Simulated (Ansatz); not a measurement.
BeSe:
```cif
data_Be4Se4
_chemical_formula_sum 'Be4 Se4'
_space_group_name_H-M_alt 'F-43m'
_space_group_IT_number 216
_space_group_name_Hall 'F -4 2 3'
_cell_length_a 5.08136
_cell_length_b 5.08136
_cell_length_c 5.08136
_cell_angle_alpha 90.000
_cell_angle_beta 90.000
_cell_angle_gamma 90.000
loop_
_atom_site_label
_atom_site_type_symbol
_atom_site_symmetry_multiplicity
_atom_site_Wyckoff_symbol
_atom_site_fract_x
_atom_site_fract_y
_atom_site_fract_z
_atom_site_occupancy
Be1 Be 4 a 0.00000 0.00000 0.00000 1
Se1 Se 4 c 0.25000 0.25000 0.25000 1
```
(The calculation used a cell of 2 atoms; values per cell refer to that cell.)

This is the LDA-relaxed structure.

**Question.** All from LDA (plane waves, PAW; program Ansatz), unless another level is named. Give the electron effective mass.

**Answer.** 0.26, 0.26, 0.83 mₑ (principal values).

**Question.** And the smallest direct gap on the standard path?

**Answer.** 4.44 eV.

**Question.** Give the formation energy from the elements (no fitted shifts).

**Answer.** -0.82 eV/atom.

**Question.** What about the hole effective mass, band 2 of 3 at the edge?

**Answer.** 0.45 along [100], 0.45 along [110], 1.1 along [111] (mₑ).

The cell was relaxed with LDA under the symmetry of its start. The references are the lowest solids computed at this level, not always the standard phases. Spin–orbit coupling is left out wherever it is not named.

Potentials: the earlier of the program's two PAW sets. The files were generated under PBE; for other functionals the program regenerates the frozen cores, and for LDA and PBEsol the local potential too.
